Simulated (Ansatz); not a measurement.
## Ta3BN3: rattling a relaxed structure

It was reached by relaxing an invented guess, and it needn't be the stable form of this composition.

Method: DFT PBE, scalar-relativistic, plane waves, PAW (Ansatz). Plane waves to 420 eV, a k mesh through Γ of 8×8×8 on the computed 7-atom cell and Gaussian smearing (0.10 eV); no spin polarisation.

The cell below (7 atoms, space group Pm-3m (No. 221)) is relaxed within its symmetry.

```
Ta B N
1.0
     4.35232    0.00000    0.00000
     0.00000    4.35232    0.00000
     0.00000    0.00000    4.35232
Ta B N
3 1 3
Direct
  0.50000 0.00000 0.00000
  0.00000 0.50000 0.00000
  0.00000 0.00000 0.50000
  0.00000 0.00000 0.00000
  0.00000 0.50000 0.50000
  0.50000 0.00000 0.50000
  0.50000 0.50000 0.00000
```

For the test it was strained at random (σ = 1.5 % a component), the atoms were moved at random (σ = 0.15 Å), and all was relaxed again on a coarse 6×6×6 mesh (in the run’s order of axes) with 0.20 eV smearing, with no symmetry imposed.

These runs have no spin–orbit coupling, which can matter for Ta.

Question: Is the structure stable against such a distortion?

Answer: It returns, within 1 meV/atom of the unmoved cell on that mesh and with the same symmetry when read at 0.1 Å. So it is stable against the distortions that fit this cell and that this random move excites. Modes that don't fit the cell aren't tested.
